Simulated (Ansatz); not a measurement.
Task: Each is relaxed and computed with DFT-PBE in the program Ansatz with PAW potentials. Which is the only metal?
A) MoSe2, P6_3/mmc (Mo on 2c, Se on 4f)
B) Ta2Ge, P6_3/mmc (Ge on 2c, Ta on 2a, Ta on 2d)
C) GeS2, anatase
D) HfO2, P6_3/mmc (Hf on 2c, O on 4f)

Result: B, Ta2Ge, P6_3/mmc (Ge on 2c, Ta on 2a, Ta on 2d). Ta2Ge: metal; HfO2: gap 1.78 eV (indirect); MoSe2: gap 1.42 eV; GeS2: gap 0.59 eV (indirect). Constructed cells (a structure type filled with these elements, in neither database checked): Ta2Ge, P6_3/mmc (Ge on 2c, Ta on 2a, Ta on 2d); HfO2, P6_3/mmc (Hf on 2c, O on 4f); GeS2, anatase. Not the usual ambient phase: HfO2, P6_3/mmc (Hf on 2c, O on 4f). Relaxed far from the usual cell of the phase: MoSe2, P6_3/mmc (Mo on 2c, Se on 4f). Weakly bound layers, chains or molecules computed without a dispersion correction, so cells and soft constants are ill determined: HfO2, P6_3/mmc (Hf on 2c, O on 4f); MoSe2, P6_3/mmc (Mo on 2c, Se on 4f). All cells were relaxed under the symmetry of their starts (and spin orders); stability against distortions was not tested throughout. Rows with no word on spin ran without spin polarisation. Scalar-relativistic: spin–orbit coupling is off unless named, which matters more the heavier the elements.

Potentials: the later of the program's two PAW sets.
